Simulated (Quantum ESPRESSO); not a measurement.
Mg3ZnS3F (made-up cell), Si7C (made-up cell), Zn3S4O (made-up cell) (calculated)

Computed with Quantum ESPRESSO 7.5. Calculation on a made-up crystal cell, not a measurement: periodic Kohn-Sham density functional theory in plane waves with PseudoDojo standard norm-conserving scalar-relativistic pseudopotentials, each functional with its own files (v0.5 for PBE, v0.4.1 for LDA and PBEsol), no spin polarisation, no spin-orbit coupling, atoms not relaxed, stress positive in tension, energies less a fixed whole-eV offset for each atom's element; levels are Kohn-Sham levels at fractions of this cell's reciprocal vectors, counted from the reference band (half the neutral cell's valence electrons, rounded up) at Gamma; error bars cover cutoff and k-mesh only, not smearing or the files; added strain carries the atoms with the cell, and shear is the tensor component; each bar is the largest change over components, and at least 0.002 eV, 0.002 eV per angstrom or 0.02 GPa; energies are for the whole cell, and the offsets were chosen from early runs and are not element reference energies.

Common to all runs: lattice type zincblende/diamond; functional pbe; fermi dirac smearing 0.1 eV; scf tolerance 1e-07 eV; electrons removed 0; k mesh 6 x 6 x 6, shifted by half a step.

(1) Mg3ZnS3F (made-up cell)

```cif
# cell vector a (Å): 5.4905 -0.0733 0.0093
# cell vector b (Å): -0.0733 5.6584 0.0740
# cell vector c (Å): 0.0093 0.0740 5.6640
data_Mg3ZnS3F
_symmetry_space_group_name_H-M 'P 1'
_symmetry_Int_Tables_number 1
_cell_length_a 5.4910
_cell_length_b 5.6594
_cell_length_c 5.6645
_cell_angle_alpha 88.504
_cell_angle_beta 89.819
_cell_angle_gamma 91.506
_cell_volume 175.90
loop_
_atom_site_label
_atom_site_type_symbol
_atom_site_fract_x
_atom_site_fract_y
_atom_site_fract_z
_atom_site_occupancy
Zn1 Zn 0.98082 0.00292 0.02284 1
Mg1 Mg 0.01785 0.49683 0.49657 1
Mg2 Mg 0.48760 0.00079 0.49548 1
Mg3 Mg 0.49961 0.48359 0.99390 1
S1 S 0.24154 0.25258 0.23924 1
S2 S 0.23960 0.74844 0.74472 1
F1 F 0.76406 0.25709 0.76313 1
S3 S 0.74740 0.74652 0.24726 1
```

* cutoff: 1170 eV
* pressure: -0.1493 GPa
* stress xx: -0.0727 GPa
* stress yy: 0.2165 GPa
* stress zz: 0.3041 GPa
* stress yz: 1.172 GPa
* stress xz: -0.1299 GPa
* stress xy: -1.74 GPa
* fermi level: 1.666 eV
* reference band: 38
* error bar stress: 0.02 GPa
* error bar force: 0.004146 eV/Å
* error bar next band up: 0.002 eV
* error bar fermi level: 0.008026 eV
* error bars from: tighter rerun of this cell

Atoms:
| atoms element | atom site |
| --- | --- |
| Zn | 1 |
| Mg | 2 |
| Mg | 3 |
| Mg | 4 |
| S | 5 |
| S | 6 |
| F | 7 |
| S | 8 |

Forces:
| site | x (eV/Å) | y (eV/Å) | z (eV/Å) |
| --- | --- | --- | --- |
| 1 | 0.2182 | 0.1382 | -0.7943 |
| 2 | -1.043 | -0.435 | 0.3946 |
| 3 | 0.692 | 0.3192 | 0.1998 |
| 4 | 0.8709 | 0.1516 | -0.9746 |
| 5 | -0.1369 | -0.6227 | 0.2556 |
| 6 | 0.08847 | 0.2678 | 0.8934 |
| 7 | -0.3972 | 0.4446 | -0.2967 |
| 8 | -0.2928 | -0.2636 | 0.3223 |

Levels:
| level k point | next band up (eV) |
| --- | --- |
| Gamma | 1.782 |
| (1/2,1/2,1/2) | 2.573 |
| (0.15,0,0) | 2.026 |
| (0,0.15,0) | 2.019 |
| (0,0,0.15) | 2.043 |

(2) Si7C (made-up cell)

```cif
# cell vector a (Å): 5.5932 0.0097 -0.0046
# cell vector b (Å): 0.0097 5.6634 -0.0517
# cell vector c (Å): -0.0046 -0.0517 5.6007
data_Si7C
_symmetry_space_group_name_H-M 'P 1'
_symmetry_Int_Tables_number 1
_cell_length_a 5.5932
_cell_length_b 5.6636
_cell_length_c 5.6009
_cell_angle_alpha 91.052
_cell_angle_beta 90.095
_cell_angle_gamma 89.802
_cell_volume 177.40
loop_
_atom_site_label
_atom_site_type_symbol
_atom_site_fract_x
_atom_site_fract_y
_atom_site_fract_z
_atom_site_occupancy
C1 C 0.01037 0.00795 0.99221 1
Si1 Si 0.99040 0.50686 0.50573 1
Si2 Si 0.50476 0.97512 0.49298 1
Si3 Si 0.50311 0.50635 0.99912 1
Si4 Si 0.25071 0.25979 0.24236 1
Si5 Si 0.25559 0.74970 0.74484 1
Si6 Si 0.75136 0.23775 0.74431 1
Si7 Si 0.75824 0.76594 0.26680 1
```

* cutoff: 1116 eV
* free energy less offsets: 2.821 eV
* smearing term minus ts: -0.01934 eV
* scf iterations: 10
* pressure: -11.41 GPa
* stress xx: 10.66 GPa
* stress yy: 12.32 GPa
* stress zz: 11.26 GPa
* stress yz: -0.742 GPa
* stress xz: 1.501 GPa
* stress xy: 0.5542 GPa
* fermi level: 0.06837 eV
* reference band: 16
* error bar energy: 0.003143 eV
* error bar stress: 0.02 GPa
* error bar force: 0.002611 eV/Å
* error bar next band up: 0.002 eV
* error bar fermi level: 0.002 eV
* error bars from: tighter rerun of a related cell

Atoms:
| atoms element | atom site | atom energy offset (eV) |
| --- | --- | --- |
| C | 1 | -163 |
| Si | 2 | -115 |
| Si | 3 | -115 |
| Si | 4 | -115 |
| Si | 5 | -115 |
| Si | 6 | -115 |
| Si | 7 | -115 |
| Si | 8 | -115 |

Forces:
| site | x (eV/Å) | y (eV/Å) | z (eV/Å) |
| --- | --- | --- | --- |
| 1 | 0.03987 | 0.2373 | 0.08753 |
| 2 | 0.4949 | -0.5426 | -0.1409 |
| 3 | -1.07 | 2.105 | 0.5839 |
| 4 | 0.4125 | -0.09299 | 0.1072 |
| 5 | -0.8629 | -1.316 | -0.5992 |
| 6 | -1.195 | 0.709 | 1.379 |
| 7 | 0.8032 | -0.5622 | 1.253 |
| 8 | 1.377 | -0.5369 | -2.671 |

Levels:
| level k point | next band up (eV) |
| --- | --- |
| Gamma | 0.1484 |
| (1/2,1/2,1/2) | -0.432 |
| (0.15,0,0) | 0.2995 |
| (0,0.15,0) | 0.2936 |
| (0,0,0.15) | 0.3249 |

(3) Si7C (made-up cell)

```cif
# cell vector a (Å): 5.5932 0.0097 -0.0046
# cell vector b (Å): 0.0097 5.6634 -0.0517
# cell vector c (Å): -0.0046 -0.0517 5.6007
data_Si7C
_symmetry_space_group_name_H-M 'P 1'
_symmetry_Int_Tables_number 1
_cell_length_a 5.5932
_cell_length_b 5.6636
_cell_length_c 5.6009
_cell_angle_alpha 91.052
_cell_angle_beta 90.095
_cell_angle_gamma 89.802
_cell_volume 177.40
loop_
_atom_site_label
_atom_site_type_symbol
_atom_site_fract_x
_atom_site_fract_y
_atom_site_fract_z
_atom_site_occupancy
Si1 Si 0.01037 0.00795 0.99221 1
C1 C 0.99040 0.50686 0.50573 1
Si2 Si 0.50476 0.97512 0.49298 1
Si3 Si 0.50311 0.50635 0.99912 1
Si4 Si 0.25071 0.25979 0.24236 1
Si5 Si 0.25559 0.74970 0.74484 1
Si6 Si 0.75136 0.23775 0.74431 1
Si7 Si 0.75824 0.76594 0.26680 1
```

* cutoff: 1116 eV
* free energy less offsets: 2.816 eV
* smearing term minus ts: -0.01861 eV
* scf iterations: 11
* pressure: -11.42 GPa
* stress xx: 10.66 GPa
* stress yy: 12.64 GPa
* stress zz: 10.97 GPa
* stress yz: -1.771 GPa
* stress xz: 1.22 GPa
* stress xy: 1.044 GPa
* fermi level: 0.1255 eV
* reference band: 16
* error bar energy: 0.003143 eV
* error bar stress: 0.02 GPa
* error bar force: 0.002611 eV/Å
* error bar next band up: 0.002 eV
* error bar fermi level: 0.002 eV
* error bars from: tighter rerun of a related cell

Atoms:
| atoms element | atom site | atom energy offset (eV) |
| --- | --- | --- |
| Si | 1 | -115 |
| C | 2 | -163 |
| Si | 3 | -115 |
| Si | 4 | -115 |
| Si | 5 | -115 |
| Si | 6 | -115 |
| Si | 7 | -115 |
| Si | 8 | -115 |

Forces:
| site | x (eV/Å) | y (eV/Å) | z (eV/Å) |
| --- | --- | --- | --- |
| 1 | -0.2554 | -0.2332 | 0.3524 |
| 2 | 0.4036 | -0.005425 | -0.2014 |
| 3 | -1.064 | 2.014 | 0.6109 |
| 4 | 0.4249 | -0.07993 | 0.1011 |
| 5 | -0.5685 | 0.6145 | 1.295 |
| 6 | -1.29 | -1.34 | -0.6326 |
| 7 | 0.5103 | 1.467 | -0.7142 |
| 8 | 1.838 | -2.437 | -0.8112 |

Levels:
| level k point | next band up (eV) |
| --- | --- |
| Gamma | 0.1801 |
| (1/2,1/2,1/2) | -0.3397 |
| (0.15,0,0) | 0.3592 |
| (0,0.15,0) | 0.3696 |
| (0,0,0.15) | 0.3692 |

(4) Si7C (made-up cell)

```cif
# cell vector a (Å): 5.5932 0.0097 -0.0046
# cell vector b (Å): 0.0097 5.6634 -0.0517
# cell vector c (Å): -0.0046 -0.0517 5.6007
data_Si7C
_symmetry_space_group_name_H-M 'P 1'
_symmetry_Int_Tables_number 1
_cell_length_a 5.5932
_cell_length_b 5.6636
_cell_length_c 5.6009
_cell_angle_alpha 91.052
_cell_angle_beta 90.095
_cell_angle_gamma 89.802
_cell_volume 177.40
loop_
_atom_site_label
_atom_site_type_symbol
_atom_site_fract_x
_atom_site_fract_y
_atom_site_fract_z
_atom_site_occupancy
Si1 Si 0.01037 0.00795 0.99221 1
Si2 Si 0.99040 0.50686 0.50573 1
C1 C 0.50476 0.97512 0.49298 1
Si3 Si 0.50311 0.50635 0.99912 1
Si4 Si 0.25071 0.25979 0.24236 1
Si5 Si 0.25559 0.74970 0.74484 1
Si6 Si 0.75136 0.23775 0.74431 1
Si7 Si 0.75824 0.76594 0.26680 1
```

* cutoff: 1116 eV
* free energy less offsets: 2.423 eV
* smearing term minus ts: -0.01844 eV
* scf iterations: 10
* pressure: -12.17 GPa
* stress xx: 11.95 GPa
* stress yy: 12.72 GPa
* stress zz: 11.85 GPa
* stress yz: -0.168 GPa
* stress xz: -1.659 GPa
* stress xy: 0.4243 GPa
* fermi level: 0.1246 eV
* reference band: 16
* error bar energy: 0.003143 eV
* error bar stress: 0.02 GPa
* error bar force: 0.002611 eV/Å
* error bar next band up: 0.002 eV
* error bar fermi level: 0.002 eV
* error bars from: tighter rerun of this cell

Atoms:
| atoms element | atom site | atom energy offset (eV) |
| --- | --- | --- |
| Si | 1 | -115 |
| Si | 2 | -115 |
| C | 3 | -163 |
| Si | 4 | -115 |
| Si | 5 | -115 |
| Si | 6 | -115 |
| Si | 7 | -115 |
| Si | 8 | -115 |

Forces:
| site | x (eV/Å) | y (eV/Å) | z (eV/Å) |
| --- | --- | --- | --- |
| 1 | -0.1997 | -0.2843 | 0.3745 |
| 2 | 0.5056 | -0.5621 | -0.1369 |
| 3 | 0.3444 | 0.4506 | 0.2178 |
| 4 | 0.4517 | -0.1055 | 0.1157 |
| 5 | 0.6796 | -0.6528 | 0.9464 |
| 6 | 1.055 | 0.8378 | -0.8682 |
| 7 | -1.227 | -0.4313 | -0.7619 |
| 8 | -1.609 | 0.7476 | 0.1127 |

Levels:
| level k point | next band up (eV) |
| --- | --- |
| Gamma | 0.1654 |
| (1/2,1/2,1/2) | -0.3615 |
| (0.15,0,0) | 0.3904 |
| (0,0.15,0) | 0.4079 |
| (0,0,0.15) | 0.4087 |

(5) Si7C (made-up cell)

```cif
# cell vector a (Å): 5.5932 0.0097 -0.0046
# cell vector b (Å): 0.0097 5.6634 -0.0517
# cell vector c (Å): -0.0046 -0.0517 5.6007
data_Si7C
_symmetry_space_group_name_H-M 'P 1'
_symmetry_Int_Tables_number 1
_cell_length_a 5.5932
_cell_length_b 5.6636
_cell_length_c 5.6009
_cell_angle_alpha 91.052
_cell_angle_beta 90.095
_cell_angle_gamma 89.802
_cell_volume 177.40
loop_
_atom_site_label
_atom_site_type_symbol
_atom_site_fract_x
_atom_site_fract_y
_atom_site_fract_z
_atom_site_occupancy
Si1 Si 0.01037 0.00795 0.99221 1
Si2 Si 0.99040 0.50686 0.50573 1
Si3 Si 0.50476 0.97512 0.49298 1
C1 C 0.50311 0.50635 0.99912 1
Si4 Si 0.25071 0.25979 0.24236 1
Si5 Si 0.25559 0.74970 0.74484 1
Si6 Si 0.75136 0.23775 0.74431 1
Si7 Si 0.75824 0.76594 0.26680 1
```

* cutoff: 1116 eV
* free energy less offsets: 3.021 eV
* smearing term minus ts: -0.02012 eV
* scf iterations: 10
* pressure: -10.89 GPa
* stress xx: 10.1 GPa
* stress yy: 11.89 GPa
* stress zz: 10.68 GPa
* stress yz: -1.959 GPa
* stress xz: 0.5328 GPa
* stress xy: 0.8706 GPa
* fermi level: 0.1114 eV
* reference band: 16
* error bar energy: 0.003143 eV
* error bar stress: 0.02 GPa
* error bar force: 0.002611 eV/Å
* error bar next band up: 0.002 eV
* error bar fermi level: 0.002 eV
* error bars from: tighter rerun of a related cell

Atoms:
| atoms element | atom site | atom energy offset (eV) |
| --- | --- | --- |
| Si | 1 | -115 |
| Si | 2 | -115 |
| Si | 3 | -115 |
| C | 4 | -163 |
| Si | 5 | -115 |
| Si | 6 | -115 |
| Si | 7 | -115 |
| Si | 8 | -115 |

Forces:
| site | x (eV/Å) | y (eV/Å) | z (eV/Å) |
| --- | --- | --- | --- |
| 1 | -0.231 | -0.2418 | 0.3753 |
| 2 | 0.4656 | -0.5833 | -0.1385 |
| 3 | -1.14 | 1.993 | 0.5742 |
| 4 | -0.2119 | -0.2692 | -0.01805 |
| 5 | 1.235 | 0.8526 | -0.4943 |
| 6 | 0.7726 | -1.285 | 1.375 |
| 7 | -1.043 | 1.274 | 0.8448 |
| 8 | 0.1525 | -1.741 | -2.519 |

Levels:
| level k point | next band up (eV) |
| --- | --- |
| Gamma | 0.1766 |
| (1/2,1/2,1/2) | -0.3699 |
| (0.15,0,0) | 0.2678 |
| (0,0.15,0) | 0.2873 |
| (0,0,0.15) | 0.3188 |

(6) Zn3S4O (made-up cell)

```cif
# cell vector a (Å): 5.3370 0.0168 -0.0580
# cell vector b (Å): 0.0168 5.3873 0.0115
# cell vector c (Å): -0.0580 0.0115 5.4921
data_Zn3S4O
_symmetry_space_group_name_H-M 'P 1'
_symmetry_Int_Tables_number 1
_cell_length_a 5.3373
_cell_length_b 5.3873
_cell_length_c 5.4924
_cell_angle_alpha 89.760
_cell_angle_beta 91.227
_cell_angle_gamma 89.642
_cell_volume 157.89
loop_
_atom_site_label
_atom_site_type_symbol
_atom_site_fract_x
_atom_site_fract_y
_atom_site_fract_z
_atom_site_occupancy
Zn1 Zn 0.00476 0.99137 0.99218 1
Zn2 Zn 0.99344 0.50303 0.51405 1
S1 S 0.50925 0.98271 0.50344 1
Zn3 Zn 0.49274 0.51216 0.98011 1
O1 O 0.23198 0.25885 0.24147 1
S2 S 0.24962 0.76505 0.77030 1
S3 S 0.74039 0.24080 0.76551 1
S4 S 0.72917 0.73886 0.24153 1
```

- cutoff: 1143 eV
- free energy less offsets: 9.252 eV
- smearing term minus ts: -0.08458 eV
- scf iterations: 13
- pressure: 0.2313 GPa
- stress xx: -0.6316 GPa
- stress yy: 0.1721 GPa
- stress zz: -0.2344 GPa
- stress yz: 1.309 GPa
- stress xz: -1.78 GPa
- stress xy: 3.09 GPa
- fermi level: 0.8129 eV
- reference band: 45
- error bar energy: 0.002 eV
- error bar stress: 0.02 GPa
- error bar force: 0.00227 eV/Å
- error bar next band up: 0.002 eV
- error bar fermi level: 0.002 eV
- error bars from: tighter rerun of a related cell

Atoms:
| atoms element | atom site | atom energy offset (eV) |
| --- | --- | --- |
| Zn | 1 | -5687 |
| Zn | 2 | -5687 |
| S | 3 | -302 |
| Zn | 4 | -5687 |
| O | 5 | -452 |
| S | 6 | -302 |
| S | 7 | -302 |
| S | 8 | -302 |

Forces:
| site | x (eV/Å) | y (eV/Å) | z (eV/Å) |
| --- | --- | --- | --- |
| 1 | 0.1147 | 1.41 | 1.964 |
| 2 | 0.6169 | -0.8167 | -1.053 |
| 3 | 0.7334 | -0.3902 | -0.1916 |
| 4 | -0.5287 | -1.605 | 1.281 |
| 5 | -1.071 | 0.8512 | -0.9292 |
| 6 | -0.9298 | -0.6329 | -0.9995 |
| 7 | 0.1687 | 0.928 | -0.1367 |
| 8 | 0.896 | 0.2559 | 0.066 |

Levels:
| level k point | next band up (eV) |
| --- | --- |
| Gamma | 0.549 |
| (1/2,1/2,1/2) | 0.9007 |
| (0.15,0,0) | 0.675 |
| (0,0.15,0) | 0.6647 |
| (0,0,0.15) | 0.7658 |
